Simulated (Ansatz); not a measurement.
Ansatz (a program for electronic structure) input:

Ansatz 0.2 input:
```yaml
crystal:
  lattice:
    - [3.005426236, 0.0, 0.0]
    - [-1.502713118, 2.6027754696, 0.0]
    - [0.0, 0.0, 10.6648740055]
  atoms:
    - { symbol: O, position: [0.0, 0.0, 0.6761556534] }
    - { symbol: Ti, position: [0.3333333333, 0.6666666667, 0.7607990327] }
    - { symbol: C, position: [0.6666666667, 0.3333333333, 0.883120756] }
    - { symbol: Ti, position: [0.0, 0.0, 0.0] }
    - { symbol: C, position: [0.3333333333, 0.6666666667, 0.116879244] }
    - { symbol: Ti, position: [0.6666666667, 0.3333333333, 0.2392009673] }
    - { symbol: O, position: [0.0, 0.0, 0.3238443466] }
kpoints:
  mp_grid: { grid: [16, 16, 4] }
hamiltonian:
  xc: pbesol
  pseudopotentials: { kind: paw }
scf:
  occupations: { method: fermi_dirac, width: 0.1 }
phonons:
  method: dfpt
  response_accuracy: low
  eigenvectors: true
  rigid_motions: translations
```

Output (shortened):

```
Pseudopotential: O, paw, valence charge 6
Pseudopotential: Ti, paw, valence charge 12
Pseudopotential: C, paw, valence charge 4
Functional definition: PBEsol
Crystal: 7 atoms, lattice volume = 83.425 Å³
Basis set: ecut = 420 eV, 1559 PW (Γ), exchange–correlation on 48×48×144 points (8 copies of the dense FFT grid, shifted against one another)
Bands: 35, of which v1, the nominal top of the filled ones, is band 28 counted from 1 (27 counted from 0)
Symmetry: 12 space group operations
k-points: 282 of 1024 (irreducible under 2 space group operations, time reversal used)
SCF iter   1: F=—  HF=-9044.030957 eV  |F-HF|=—  |Δ(HF+E_count)|=         —  Δρ=1.26e-2  dr2=2.91e-1  ethr=1.77e-3  ⟨swp⟩=5.2  Hψ=40780  notcnv=0
preconditioner: auto → LDOS
SCF iter   2: F=—  HF=-9044.090286 eV  |F-HF|=—  |Δ(HF+E_count)|=   5.93e-2  Δρ=2.07e-2  dr2=7.08e-1  ethr=5.19e-4  ⟨swp⟩=2.1  Hψ=18662  notcnv=0  recentre
SCF iter   3: F=—  HF=-9043.999281 eV  |F-HF|=—  |Δ(HF+E_count)|=   9.10e-2  Δρ=3.61e-3  dr2=1.90e-2  ethr=5.19e-4  ⟨swp⟩=2.5  Hψ=18095  notcnv=0
SCF iter   4: F=—  HF=-9043.996663 eV  |F-HF|=—  |Δ(HF+E_count)|=   2.62e-3  Δρ=4.36e-4  dr2=1.12e-4  ethr=3.39e-5  ⟨swp⟩=1.9  Hψ=13188  notcnv=0
SCF iter   5: F=—  HF=-9043.996616 eV  |F-HF|=—  |Δ(HF+E_count)|=   4.69e-5  Δρ=1.26e-4  dr2=9.86e-6  ethr=2.01e-7  ⟨swp⟩=3.3  Hψ=19594  notcnv=0
SCF iter   6: F=—  HF=-9043.996617 eV  |F-HF|=—  |Δ(HF+E_count)|=   1.10e-6  Δρ=3.91e-5  dr2=1.28e-6  ethr=1.76e-8  ⟨swp⟩=2.2  Hψ=15001  notcnv=0
SCF iter   7: F=—  HF=-9043.996617 eV  |F-HF|=—  |Δ(HF+E_count)|=   5.89e-7  Δρ=1.34e-5  dr2=2.12e-7  ethr=2.29e-9  ⟨swp⟩=2.1  Hψ=13839  notcnv=0
SCF iter   8: F=—  HF=-9043.996617 eV  |F-HF|=—  |Δ(HF+E_count)|=   1.86e-8  Δρ=3.44e-6  dr2=5.36e-9  ethr=3.79e-10  ⟨swp⟩=2.2  Hψ=13575  notcnv=0
SCF iter  11: F=-9043.996617 eV  HF=-9043.996617 eV  |F-HF|=0.00e0  |Δ(HF+E_count)|=  5.46e-12  Δρ=4.56e-8  dr2=1.21e-12  ethr=1.00e-12  ⟨swp⟩=7.7  Hψ=52576  notcnv=0
SCF 1 converged in 11 iterations: F = -9043.996617 eV  dr2 = 1.21e-12
DFPT response loops at Γ: preconditioner auto → none (partly filled bands, converged f_vac=0.167); β = 0.50; Broyden in place of MSR1
SCF converged after 11 iterations
Free energy (F): -9043.996617 eV
Harris-Foulkes:  -9043.996617 eV  (|F-HF|=0.00e0)
Internal energy: -9043.965400 eV  (E = F + TS)
E sigma→0 (E₀):  -9043.981009 eV
Entropy (-TS):   -0.031217 eV (-4.460 meV/atom)
Fermi energy:    10.226907 eV
--- Per-component energies (eV) ---
  E_band       = -567.800808
  E_kinetic    = 1348.585992
  E_local      = -6042.928205  (includes V_loc(G=0)·N_el)
  E_nonlocal   = 167.377612
  E_hartree    = 2612.253702
  E_xc         = -536.730334
  E_vxc        = -677.495905  (∫ρ·V_xc dr)
  E_paw        = -3557.150532  (= ΣΔE_a)
  E_vpaw       = -587.853107  (= ΣTr[D̂ρ^β])
  E_aug_tail   = 0.005366  (compensation charges beyond the density's cutoff)
  E_ewald      = -3035.909931
  E_core_change = 0.530930  (= ΣΔE_core)
  E_smearing   = -0.031217  (= −TS)
  E_closure    = 0.000000  (closes the sum)
  Σ components = -9043.996617   (vs F -9043.996617, Δ=0.00e0)
  [band-id]    e_kinetic+e_local+e_nonlocal+2·e_hartree+e_vxc+e_vpaw+e_augmentation_tail = -567.800843   (vs E_band -567.800808, Δ=-3.53e-5)
--- Band table (eV; the first three rows and the last of 282) ---
  k-point 0: bands = ["-46.9388", "-46.9382", "-46.0670", "-23.3703", "-23.3373", "-23.1001", "-23.1001", "-23.0999", "-23.0999", "-22.4829", "-22.2417", "-22.2417", "-8.4746", "-8.4531", "-1.6418", "0.0800", "4.2460", "5.3700", "5.3758", "5.3758", "5.4261", …
  k-point 1: bands = ["-46.9388", "-46.9382", "-46.0670", "-23.3703", "-23.3373", "-23.1001", "-23.1001", "-23.0999", "-23.0999", "-22.4830", "-22.2417", "-22.2417", "-8.4720", "-8.4558", "-1.6410", "0.0775", "4.2920", "5.2752", "5.3739", "5.3739", "5.4277", …
  k-point 2: bands = ["-46.9388", "-46.9382", "-46.0670", "-23.3704", "-23.3373", "-23.1001", "-23.1001", "-23.0999", "-23.0999", "-22.4830", "-22.2417", "-22.2417", "-8.4680", "-8.4598", "-1.6401", "0.0749", "4.3462", "5.1772", "5.3725", "5.3725", "5.4293", …
  k-point 281: bands = ["-46.8701", "-46.8700", "-46.0040", "-23.5513", "-23.5451", "-23.3165", "-23.3154", "-23.2290", "-23.2276", "-22.6038", "-22.4349", "-22.4125", "-7.9552", "-7.9453", "0.4758", "0.5288", "4.7856", "4.8295", "5.3171", "5.5163", "5.9180", …
--- Phonons (Γ-DFPT): 8 representative perturbations + reference, on 282 of 1024 k-points (Σ response iterations 26) ---
  ASR residual: 5.993e-4 → 0.000e0 eV/Å²; symmetrization residual: 7.319e-5 eV/Å²
  ASR residual per site (eV/Å²): 5.99e-4 5.01e-4 2.03e-5 3.03e-4 2.03e-5 5.01e-4 5.99e-4
  Γ frequencies (cm⁻¹): 0.00 0.00 0.00 113.91 113.91 198.21 198.21 202.70 339.75 339.75 363.12 363.12 367.69 511.20 511.20 549.69 549.69 553.45 588.75 690.28 752.03
  non-analytic LO–TO correction: not included (Born effective charges unavailable; polar crystals: no LO–TO splitting at Γ)
```

Cost: very roughly 10 core-minutes on shared cores.

Space group P-3m1. The start of the workflow was typed in or built on a structure type; neither database checked (COD, Materials Project) lists it. Its standing as an ambient phase is unchecked. Symmetry was held in the PBEsol relaxation; of distortions, only those at the zone centre were tested. The run is not spin-polarised. A crystal of weakly bound layers computed without a dispersion correction: the cell and the soft elastic constants depend strongly on that. Without spin polarisation and U, an open-shell compound can come out a false metal. As this level gives no gap, phonon frequencies hold no LO–TO term and depend on the k-mesh and smearing (Fermi–Dirac, 0.1 eV here).

Potentials: the later of the program's two PAW sets.

Ansatz is a plane-wave DFT program.
